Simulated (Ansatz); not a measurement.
PbS:
```cif
data_Pb4S4
_chemical_formula_sum 'Pb4 S4'
_space_group_name_H-M_alt 'Fm-3m'
_space_group_IT_number 225
_space_group_name_Hall '-F 4 2 3'
_cell_length_a 5.95161
_cell_length_b 5.95161
_cell_length_c 5.95161
_cell_angle_alpha 90.000
_cell_angle_beta 90.000
_cell_angle_gamma 90.000
loop_
_atom_site_label
_atom_site_type_symbol
_atom_site_symmetry_multiplicity
_atom_site_Wyckoff_symbol
_atom_site_fract_x
_atom_site_fract_y
_atom_site_fract_z
_atom_site_occupancy
Pb1 Pb 4 b 0.50000 0.50000 0.50000 1
S1 S 4 a 0.00000 0.00000 0.00000 1
```
(The calculation used a cell of 2 atoms; values per cell refer to that cell.)

Relaxed with r²SCAN+D4. Plane-wave PAW r²SCAN+D4 (Ansatz code) gives a gap of 0.66 eV.

Task: What gap does HSE06 give on the same cell (Ansatz, PAW)?

Result: 0.84 eV, 0.18 eV more. The hybrid was solved on a coarser mesh and at special points; its gap is the smallest among all of these.

```tsv
k	v1 r²SCAN+D4	c1 r²SCAN+D4	v1 HSE06	c1 HSE06
Γ	-2.28	5.54	___	___
X	-3.54	4.18	___	___
L	0.00	0.66	0.00	0.84
W	-1.09	2.48	___	___
K	-2.52	3.63	___	___
```

Task: Top valence (v1) and lowest conduction level (c1) in eV from each method's valence maximum (which need not be a listed point): supply the withheld HSE06 values.

Result: 
- Γ, v1 HSE06: -2.49
- Γ, c1 HSE06: 6.02
- X, v1 HSE06: -3.86
- X, c1 HSE06: 4.42
- W, v1 HSE06: -1.20
- W, c1 HSE06: 2.77
- K, v1 HSE06: -2.72
- K, c1 HSE06: 3.96

Cost on shared cores: the r²SCAN+D4 run (SCF on a 8×8×8 mesh, then bands and DOS) about 30 core-seconds (a rough figure), the HSE06 run (SCF on 6×6×6, then a few points) roughly 3 core-minutes; the tasks are unlike.

Symmetry was held in the r²SCAN+D4 relaxation. Scalar-relativistic: spin–orbit coupling is off unless named, which matters more the heavier the elements.

Potentials: the earlier of the program's two PAW sets.
